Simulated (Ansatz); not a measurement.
Sr2TaNO3:
```cif
data_NO3Sr2Ta
_chemical_formula_sum 'Sr2 Ta1 N1 O3'
_space_group_name_H-M_alt 'P 1'
_space_group_IT_number 1
_cell_length_a 6.94285
_cell_length_b 6.94285
_cell_length_c 6.94285
_cell_angle_alpha 146.480
_cell_angle_beta 146.048
_cell_angle_gamma 48.456
loop_
_space_group_symop_operation_xyz
  'x, y, z'
loop_
_atom_site_label
_atom_site_type_symbol
_atom_site_fract_x
_atom_site_fract_y
_atom_site_fract_z
_atom_site_occupancy
Sr1 Sr 0.64527 0.64527 0.00000 1
Sr2 Sr 0.35473 0.35473 0.00000 1
Ta1 Ta 0.00000 0.00000 0.00000 1
N1 N 0.50000 0.00000 0.50000 1
O1 O 0.83949 0.83949 0.00000 1
O2 O 0.16051 0.16051 0.00000 1
O3 O 0.00000 0.50000 0.50000 1
```

Relaxed with r²SCAN.

Q: Which orbitals make up the states near the band edges in r²SCAN (plane waves, PAW; program Ansatz)?

A: Top 1 eV of the valence band: N 2p 61 %, O 2p 29 %. Bottom 1 eV of the conduction band: Ta 5d 84 %, N 2p 7 %. Projections are on Löwdin-orthogonalised atomic valence shells; empty p or d shells of many metals are not among them.

Q: Tabulate the density of states.

A: States/eV per cell of 7 atoms, in 0.25 eV bins, energy from the valence-band maximum.

| E (eV) | total | O 2p | Ta 5d | N 2p |
|---|---|---|---|---|
| -7.85 | 0.00 | 0.00 | 0.00 | 0.00 |
| -7.60 | 0.00 | 0.00 | 0.00 | 0.00 |
| -7.35 | 1.07 | 0.74 | 0.25 | 0.00 |
| -7.10 | 0.80 | 0.56 | 0.17 | 0.00 |
| -6.85 | 0.55 | 0.40 | 0.11 | 0.00 |
| -6.60 | 0.48 | 0.35 | 0.08 | 0.00 |
| -6.35 | 0.42 | 0.31 | 0.07 | 0.00 |
| -6.10 | 0.42 | 0.32 | 0.06 | 0.01 |
| -5.85 | 1.59 | 1.04 | 0.37 | 0.06 |
| -5.60 | 2.64 | 1.70 | 0.61 | 0.14 |
| -5.35 | 3.28 | 2.19 | 0.71 | 0.16 |
| -5.10 | 4.15 | 2.27 | 0.84 | 0.69 |
| -4.85 | 4.60 | 2.72 | 0.81 | 0.66 |
| -4.60 | 8.66 | 6.08 | 1.27 | 0.52 |
| -4.35 | 5.93 | 4.14 | 0.80 | 0.57 |
| -4.10 | 4.12 | 2.56 | 0.63 | 0.67 |
| -3.85 | 2.07 | 1.15 | 0.43 | 0.37 |
| -3.60 | 2.69 | 1.73 | 0.49 | 0.33 |
| -3.35 | 3.92 | 2.94 | 0.38 | 0.28 |
| -3.10 | 7.42 | 6.18 | 0.21 | 0.39 |
| -2.85 | 8.54 | 7.29 | 0.19 | 0.48 |
| -2.60 | 6.15 | 5.33 | 0.13 | 0.34 |
| -2.35 | 6.87 | 6.09 | 0.14 | 0.33 |
| -2.10 | 1.67 | 1.00 | 0.14 | 0.44 |
| -1.85 | 1.06 | 0.29 | 0.14 | 0.56 |
| -1.60 | 1.22 | 0.26 | 0.13 | 0.74 |
| -1.35 | 2.83 | 0.38 | 0.12 | 2.06 |
| -1.10 | 4.77 | 1.30 | 0.20 | 2.91 |
| -0.85 | 6.21 | 2.10 | 0.29 | 3.49 |
| -0.60 | 0.78 | 0.15 | 0.03 | 0.56 |
| -0.35 | 0.86 | 0.09 | 0.02 | 0.69 |
| -0.10 | 0.20 | 0.02 | 0.01 | 0.16 |
| 0.15 | 0.00 | 0.00 | 0.00 | 0.00 |
| 0.40 | 0.00 | 0.00 | 0.00 | 0.00 |
| 0.65 | 0.00 | 0.00 | 0.00 | 0.00 |
| 0.90 | 0.00 | 0.00 | 0.00 | 0.00 |
| 1.15 | 0.08 | 0.00 | 0.07 | 0.00 |
| 1.40 | 0.18 | 0.00 | 0.16 | 0.01 |
| 1.65 | 0.20 | 0.01 | 0.17 | 0.02 |
| 1.90 | 0.24 | 0.01 | 0.19 | 0.02 |
| 2.15 | 0.36 | 0.03 | 0.27 | 0.03 |
| 2.40 | 1.05 | 0.13 | 0.73 | 0.03 |
| 2.65 | 2.20 | 0.32 | 1.53 | 0.07 |
| 2.90 | 3.22 | 0.51 | 2.22 | 0.08 |
| 3.15 | 2.29 | 0.30 | 1.44 | 0.11 |
| 3.40 | 2.24 | 0.24 | 1.22 | 0.14 |
| 3.65 | 2.48 | 0.25 | 1.17 | 0.15 |
| 3.90 | 3.30 | 0.36 | 1.46 | 0.18 |
| 4.15 | 2.74 | 0.23 | 0.98 | 0.21 |
| 4.40 | 2.79 | 0.16 | 0.73 | 0.25 |
| 4.65 | 2.77 | 0.16 | 0.53 | 0.21 |
| 4.90 | 2.64 | 0.19 | 0.54 | 0.20 |
| 5.15 | 4.00 | 0.29 | 0.72 | 0.25 |
| 5.40 | 2.89 | 0.24 | 0.64 | 0.16 |
| 5.65 | 2.65 | 0.27 | 0.52 | 0.07 |
| 5.90 | 3.09 | 0.23 | 0.64 | 0.13 |

Space group Immm. The workflow started from a Materials Project entry (that database holds measured and hypothetical structures alike); the Crystallography Open Database copy checked does not list it. With N and O taken as one species the cell has the higher symmetry I4/mmm, so it may be an ordered model of a mixed-site phase. Its standing as an ambient phase is unchecked. Symmetry was held in the r²SCAN relaxation; whether a distortion lowers the energy is not shown. The run is not spin-polarised. Scalar-relativistic: spin–orbit coupling is off unless named, which matters more the heavier the elements.

Potentials: the later of the program's two PAW sets.
